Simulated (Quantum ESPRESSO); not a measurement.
## Band energies of BaO2 at -1.5 % isotropic strain

```xyz
3
Lattice="-1.8574 1.8574 3.3244 1.8574 -1.8574 3.3244 1.8574 1.8574 -3.3244" Properties=species:S:1:pos:R:3 pbc="T T T"
O      0.0000     0.0000     2.5928
O      0.0000     0.0000     4.0561
Ba     0.0000     0.0000     0.0000
```

PBEsol (pw.x of Quantum ESPRESSO, ONCV potentials, scalar-relativistic); path ΓXYSΓZS1NPY1Z,XP; energies in eV from the valence-band maximum.

```csv
k (1/Å),point,band 7,band 8,band 9,band 10,band 11,band 12,band 13,band 14
0.00,Γ,-6.64,-3.60,-3.60,-1.30,-1.30,3.32,5.04,5.31
0.43,,-6.47,-4.70,-3.49,-1.72,-0.66,4.82,5.21,6.34
0.87,,-6.10,-3.87,-3.20,-2.36,-0.19,5.04,6.76,7.19
1.20,X,-5.98,-3.08,-3.07,-2.55,-0.28,4.98,6.74,7.04
1.32,,-5.97,-3.24,-3.08,-2.45,-0.27,4.97,6.68,7.19
1.57,Y,-5.89,-4.13,-3.19,-1.75,-0.22,4.86,6.30,6.79
1.80,,-5.83,-4.69,-3.54,-1.08,-0.15,4.76,5.47,6.04
2.15,S,-5.80,-4.60,-4.51,-0.31,-0.25,4.59,4.68,5.81
2.35,,-5.99,-4.88,-4.81,-0.59,-0.46,4.82,5.59,5.78
2.76,,-6.41,-4.53,-4.45,-1.13,-0.98,5.06,5.15,6.27
3.16,,-6.63,-3.66,-3.65,-1.30,-1.29,3.41,5.16,5.30
3.26,Γ,-6.64,-3.60,-3.60,-1.30,-1.30,3.32,5.04,5.31
3.58,,-5.56,-3.61,-3.61,-0.94,-0.94,2.91,3.84,5.31
4.00,,-5.22,-3.53,-3.53,-0.13,-0.13,2.17,3.93,6.24
4.21,Z,-5.55,-3.50,-3.50,0.00,0.00,2.06,4.49,6.40
4.55,,-5.64,-4.04,-3.97,-0.10,-0.08,3.10,4.57,6.65
4.79,S1,-5.80,-4.60,-4.51,-0.31,-0.25,4.59,4.68,5.81
5.00,,-5.54,-4.80,-4.72,-0.43,-0.35,4.15,5.19,5.73
5.33,N,-4.98,-4.98,-4.88,-0.51,-0.44,3.25,5.17,6.32
5.42,,-4.98,-4.90,-4.82,-0.53,-0.47,3.27,5.21,6.37
5.80,,-4.95,-3.84,-3.78,-1.03,-1.03,3.50,6.09,6.94
6.17,P,-4.93,-3.17,-3.17,-1.35,-1.35,3.62,6.79,6.79
6.68,,-5.84,-3.89,-3.16,-1.94,-0.27,4.79,6.40,7.26
6.78,Y1,-5.89,-4.13,-3.19,-1.75,-0.22,4.86,6.30,6.79
7.02,,-5.76,-4.76,-3.34,-0.79,-0.13,4.69,4.70,6.13
7.35,,-5.59,-4.03,-3.48,-0.08,-0.03,2.60,4.53,6.88
7.60,Z,-5.55,-3.50,-3.50,0.00,0.00,2.06,4.49,6.40
7.60,X,-5.98,-3.08,-3.07,-2.55,-0.28,4.98,6.74,7.04
8.07,P,-4.93,-3.17,-3.17,-1.35,-1.35,3.62,6.79,6.79
```

The PBEsol gap is direct, 2.06 eV at Z.

Geometry strained from the cell relaxed with PBEsol, atoms relaxed again.
